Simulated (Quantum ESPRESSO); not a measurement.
# Zr3TiO8: input and log of a self-consistent run

Computed values, not a measurement. The program is pw.x of Quantum ESPRESSO 7.5 (plane-wave density functional theory). The cell is made up: 12 atoms on a fluorite lattice, with randomly drawn elements, strain and displacements, not relaxed. PseudoDojo standard norm-conserving files (v0.5 for PBE, v0.4.1 for LDA and PBEsol) set the functional; there is no spin polarisation, spin-orbit coupling or dispersion term, and the masses in the input are unused placeholders. A spin-polarised start on this cell or one of its family kept no moment above 0.05 Bohr magneton at the same smearing; a narrower smearing was not tried.

Input:

```
&control calculation='scf', pseudo_dir='./dojo.nc.sr.pbe.v0_5.standard.upf', outdir='./o', disk_io='low', tprnfor=.true., tstress=.true. /
&system ibrav=0, nat=12, ntyp=3, nbnd=54, ecutwfc=84.00895049, nosym=.true., tot_charge=0,
 occupations='smearing', smearing='fd', degauss=0.0018374661
/
&electrons conv_thr=7.350e-09, electron_maxstep=60, /
ATOMIC_SPECIES
O 1.0 O.upf
Ti 1.0 Ti.upf
Zr 1.0 Zr.upf
CELL_PARAMETERS angstrom
5.0852 0.0035 -0.0813
0.0035 5.2057 -0.0184
-0.0813 -0.0184 5.0317
ATOMIC_POSITIONS angstrom
Zr 0.0006 0.0647 0.0012
Zr 0.0067 2.4772 2.5492
Ti 2.4231 -0.056 2.3943
Zr 2.6214 2.5097 -0.0016
O 1.278 1.3103 1.2156
O 1.1621 1.102 3.8327
O 1.2666 3.9102 1.027
O 1.1376 3.7768 3.7608
O 3.7884 1.3589 1.1574
O 3.7117 1.44 3.8202
O 3.7406 3.9028 1.3277
O 3.6766 3.9015 3.8174
K_POINTS automatic
4 4 4 1 1 1
```

The log is shortened where brackets say so; the opening notice, blank lines, dates and the lines on written files are dropped, and the path of the files is cut. It prints rydbergs, bohrs and kilobars, and counts compression as positive stress.

```
     Program PWSCF v.7.5
     Parallel version (MPI & OpenMP), running on       4 processor cores
     Number of MPI processes:                 4
     Threads/MPI process:                     1
     [start-up lines left out]
     bravais-lattice index     =            0
     lattice parameter (alat)  =       9.6109  a.u.
     unit-cell volume          =     898.6292 (a.u.)^3
     number of atoms/cell      =           12
     number of atomic types    =            3
     number of electrons       =        96.00
     number of Kohn-Sham states=           54
     kinetic-energy cutoff     =      84.0090  Ry
     charge density cutoff     =     336.0358  Ry
     scf convergence threshold =      7.3E-09
     mixing beta               =       0.7000
     number of iterations used =            8  plain     mixing
     Exchange-correlation= PBE
                           (   1   4   3   4   0   0   0)
     [axes and pseudopotential details left out]
   Cartesian axes
     site n.     atom                  positions (alat units)
         1        Zr     tau(   1) = (   0.0001180   0.0127216   0.0002359  )
         2        Zr     tau(   2) = (   0.0013174   0.4870768   0.5012337  )
         3        Ti     tau(   3) = (   0.4764394  -0.0110109   0.4707767  )
         4        Zr     tau(   4) = (   0.5154300   0.4934671  -0.0003146  )
         5        O      tau(   5) = (   0.2512854   0.2576363   0.2390160  )
         6        O      tau(   6) = (   0.2284967   0.2166796   0.7536005  )
         7        O      tau(   7) = (   0.2490439   0.7688389   0.2019328  )
         8        O      tau(   8) = (   0.2236794   0.7426092   0.7394633  )
         9        O      tau(   9) = (   0.7448901   0.2671923   0.2275725  )
        10        O      tau(  10) = (   0.7298090   0.2831385   0.7511427  )
        11        O      tau(  11) = (   0.7354915   0.7673839   0.2610576  )
        12        O      tau(  12) = (   0.7229075   0.7671282   0.7505922  )
     number of k points=    32  Fermi-Dirac smearing, width (Ry)=  0.0018
                       cart. coord. in units 2pi/alat
        k(    1) = (   0.1269916   0.1224922   0.1288451), wk =   0.0625000
        k(    2) = (   0.1310320   0.1233829   0.3816041), wk =   0.0625000
     [further k points left out]
     Dense  grid:    93425 G-vectors     FFT dimensions: (  60,  60,  60)
     Estimated max dynamical RAM per process >     221.02 MB
     Estimated total dynamical RAM >     815.65 MB
     Initial potential from superposition of free atoms
     starting charge      95.9913, renormalised to      96.0000
     Starting wfcs are   72 randomized atomic wfcs
     total cpu time spent up to now is        3.1 secs
     per-process dynamical memory:   161.3 Mb
     Self-consistent Calculation
     iteration #  1     ecut=    84.01 Ry     beta= 0.70
     Davidson diagonalization with overlap
     ethr =  1.00E-02,  avg # of iterations =  2.0
     total cpu time spent up to now is        7.3 secs
     total energy              =    -685.63328524 Ry
     estimated scf accuracy    <       5.37408588 Ry
     iteration #  2     ecut=    84.01 Ry     beta= 0.70
     Davidson diagonalization with overlap
     ethr =  5.60E-03,  avg # of iterations =  6.6
     total cpu time spent up to now is       14.7 secs
     total energy              =    -680.49094231 Ry
     estimated scf accuracy    <      58.57078904 Ry
     iteration #  3     ecut=    84.01 Ry     beta= 0.70
     Davidson diagonalization with overlap
     ethr =  5.60E-03,  avg # of iterations =  6.9
     total cpu time spent up to now is       20.9 secs
     total energy              =    -688.05963159 Ry
     estimated scf accuracy    <       3.77555574 Ry
     iteration #  4     ecut=    84.01 Ry     beta= 0.70
     Davidson diagonalization with overlap
     ethr =  3.93E-03,  avg # of iterations =  2.3
     total cpu time spent up to now is       25.4 secs
     total energy              =    -688.47308443 Ry
     estimated scf accuracy    <       0.96201059 Ry
     iteration #  5     ecut=    84.01 Ry     beta= 0.70
     Davidson diagonalization with overlap
     ethr =  1.00E-03,  avg # of iterations =  6.0
     total cpu time spent up to now is       30.1 secs
     total energy              =    -688.38511444 Ry
     estimated scf accuracy    <       0.58593699 Ry
     [iterations 6 to 13 left out]
     iteration # 14     ecut=    84.01 Ry     beta= 0.70
     Davidson diagonalization with overlap
     ethr =  7.49E-09,  avg # of iterations =  2.0
     total cpu time spent up to now is       77.8 secs
     total energy              =    -688.45764175 Ry
     estimated scf accuracy    <       0.00000053 Ry
     iteration # 15     ecut=    84.01 Ry     beta= 0.70
     Davidson diagonalization with overlap
     ethr =  5.57E-10,  avg # of iterations =  4.5
     total cpu time spent up to now is       83.1 secs
     total energy              =    -688.45764176 Ry
     estimated scf accuracy    <       0.00000033 Ry
     iteration # 16     ecut=    84.01 Ry     beta= 0.70
     Davidson diagonalization with overlap
     ethr =  3.45E-10,  avg # of iterations =  2.0
     total cpu time spent up to now is       87.5 secs
     total energy              =    -688.45764182 Ry
     estimated scf accuracy    <       0.00000001 Ry
     iteration # 17     ecut=    84.01 Ry     beta= 0.70
     Davidson diagonalization with overlap
     ethr =  1.35E-11,  avg # of iterations =  5.0
     total cpu time spent up to now is       94.3 secs
     total energy              =    -688.45764183 Ry
     estimated scf accuracy    <       0.00000001 Ry
     iteration # 18     ecut=    84.01 Ry     beta= 0.70
     Davidson diagonalization with overlap
     ethr =  1.27E-11,  avg # of iterations =  2.0
     total cpu time spent up to now is       98.7 secs
     End of self-consistent calculation
     [lines on levels left out]
!    total energy              =    -688.45764183 Ry
     estimated scf accuracy    <          1.2E-09 Ry
     smearing contrib. (-TS)   =      -0.00000000 Ry
     internal energy E=F+TS    =    -688.45764183 Ry
     The total energy is F=E-TS. E is the sum of the following terms:
     one-electron contribution =    -130.04679165 Ry
     hartree contribution      =     122.76441161 Ry
     xc contribution           =    -144.76449042 Ry
     ewald contribution        =    -536.41077136 Ry
     convergence has been achieved in  18 iterations
     Forces acting on atoms (cartesian axes, Ry/au):
     atom    1 type  3   force =    -0.04213401   -0.08166319   -0.01454461
     atom    2 type  3   force =    -0.02326649    0.06989457    0.03047120
     atom    3 type  2   force =     0.00806624   -0.08808460   -0.00718462
     atom    4 type  3   force =    -0.04436870    0.10924878   -0.02163272
     atom    5 type  1   force =     0.00512353   -0.01661625    0.08379174
     atom    6 type  1   force =     0.03443843    0.01589721   -0.07231107
     atom    7 type  1   force =    -0.00024900    0.03880574    0.10983424
     atom    8 type  1   force =     0.00787584    0.00067358   -0.09095030
     atom    9 type  1   force =     0.02326088   -0.07554094    0.07591577
     atom   10 type  1   force =     0.04198298   -0.06110610   -0.10795691
     atom   11 type  1   force =    -0.00656054    0.03117754    0.03124037
     atom   12 type  1   force =    -0.00416916    0.05731365   -0.01667309
     Total force =     0.328461     Total SCF correction =     0.000084
     Computing stress (Cartesian axis) and pressure
          total   stress  (Ry/bohr**3)                   (kbar)     P=      -10.19
   0.00000249  -0.00005364   0.00005500            0.37       -7.89        8.09
  -0.00005364  -0.00059196  -0.00002209           -7.89      -87.08       -3.25
   0.00005500  -0.00002209   0.00038157            8.09       -3.25       56.13
     init_run     :      2.89s CPU      3.03s WALL (       1 calls)
     electrons    :     95.08s CPU     95.62s WALL (       1 calls)
     forces       :      1.00s CPU      1.01s WALL (       1 calls)
     stress       :      3.19s CPU      3.20s WALL (       1 calls)
     [timing details left out]
     PWSCF        :   1m42.25s CPU   1m42.99s WALL
     JOB DONE.
```

In other units: free energy -9366.943 eV for the cell, pressure -1.02 GPa, largest force component 2.824 eV/Å. A rerun of a related cell, with the same atoms placed differently, at a cutoff of 1467 eV and k mesh 6 x 6 x 6 moved values by no more than 0.002 eV in energy, 0.05 GPa in stress and 0.003 eV/Å in force.